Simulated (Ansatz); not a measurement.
The relaxed structure here is a generated cell of Li: the first start was made by a random draw of sites in a space group, and the end was not matched to a known phase here, so it may be hypothetical. Known forms of Li include space group No. 229.

One stationary structure of Li. These are PBE (plane waves to 420 eV, PAW, scalar-relativistic; Ansatz, an electronic-structure program) values and carry that method's errors.

```
CELL_PARAMETERS angstrom
      4.12568     0.00000     0.00000
      0.00000     4.12568     0.00000
      0.00000     0.00000     4.12568
ATOMIC_POSITIONS crystal
  Li 0.50000 0.00000 0.50000
  Li 0.50000 0.50000 0.00000
  Li 0.00000 0.50000 0.50000
```

**Question.** Determine the symmetry and give the standard cell with its independent sites.

**Answer.** Space group Pm-3m (No. 221); a = b = c = 4.1257 Å, α = β = γ = 90.00°

```
atom  site  symmetry       x       y       z
----  ----  --------  ------  ------  ------
Li      3c    4/mm.m  0.0000  0.5000  0.5000
```

**Question.** Give the shortest distances between elements (the closest pairs, up to four, under 3.6 Å).

**Answer.** Li–Li 2.92 Å.

| Property | Result |
|---|---|
| Volume per atom | 23.41 Å³ |
| Density | 0.49 g/cm³ |
| Band gap | no gap (metallic) |

No spin polarisation in the result.

The run could not lose the symmetry of its start, so the end can be a saddle point.

All atoms sit on sites fixed by symmetry, so only the cell could relax.
